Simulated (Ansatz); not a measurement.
GaP (zinc blende)

```xyz
2
Lattice="0.0000 2.7192 2.7192 2.7192 0.0000 2.7192 2.7192 2.7192 0.0000" Properties=species:S:1:pos:R:3 pbc="T T T"
P      1.3596     1.3596     1.3596
Ga     0.0000     0.0000     0.0000
```

Equation-of-state scan: isotropic scaling of the cell above, V₀ being its volume. Symmetry pins the atoms to their sites.

These are PBEsol (plane waves to 420 eV, PAW, scalar-relativistic; Ansatz, a program for electronic structure) values and carry that method's errors. k mesh 11×11×11 (Γ-centred), Fermi-Dirac smearing 0.05 eV. Stress and pressure are positive under compression. GaP was relaxed with its symmetry unable to fall.

At one point of the scan the stress tensor (GPa) is:

```
   3.38     0.00     0.00
   0.00     3.38     0.00
   0.00     0.00     3.38
```

Question: Which point is it?
(A) V/V₀ = 0.988
(B) V/V₀ = 0.964
(C) V/V₀ = 0.952
(D) V/V₀ = 0.976

Answer: B, V/V₀ = 0.964

(Under strain, the slope of the energy per volume gives the stress and its curvature an elastic modulus.)
